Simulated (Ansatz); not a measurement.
TiH2:
```cif
data_H4Ti2
_chemical_formula_sum 'H4 Ti2'
_space_group_name_H-M_alt 'I4/mmm'
_space_group_IT_number 139
_space_group_name_Hall '-I 4 2'
_cell_length_a 3.19687
_cell_length_b 3.19687
_cell_length_c 4.16734
_cell_angle_alpha 90.000
_cell_angle_beta 90.000
_cell_angle_gamma 90.000
loop_
_atom_site_label
_atom_site_type_symbol
_atom_site_symmetry_multiplicity
_atom_site_Wyckoff_symbol
_atom_site_fract_x
_atom_site_fract_y
_atom_site_fract_z
_atom_site_occupancy
H1 H 4 d 0.00000 0.50000 0.25000 1
Ti1 Ti 2 a 0.00000 0.00000 0.00000 1
```
(The calculation used a cell of 3 atoms; values per cell refer to that cell.)

Relaxed at zero pressure with r²SCAN in the plane-wave PAW code Ansatz.

Problem. The volume is raised by 3 % and shape and atoms relax at that volume. What pressure results, and how do the axes share the change?

Solution. -4.1 GPa; a 0.8 %, b 0.8 %, c 1.3 %; the energy rises by 3 meV/atom.

Problem. Give the new structure.

Solution. 
Space group I4/mmm (No. 139); a = b = 3.2229 Å, c = 4.2232 Å, α = β = γ = 90.00°

```
atom  site  symmetry       x       y       z
----  ----  --------  ------  ------  ------
H       4d      -4m2  0.0000  0.5000  0.2500
Ti      2a     4/mmm  0.0000  0.0000  0.0000
```

The phase is kept; no other phase was compared at this pressure.

The workflow started from an entry of the Crystallography Open Database (COD), which files this formula under 2 space groups. Whether it is the stable phase at ambient conditions was not checked. Symmetry was held in the r²SCAN relaxation; its stability against distortions is not shown here. The run is not spin-polarised.

Potentials: the later of the program's two PAW sets.
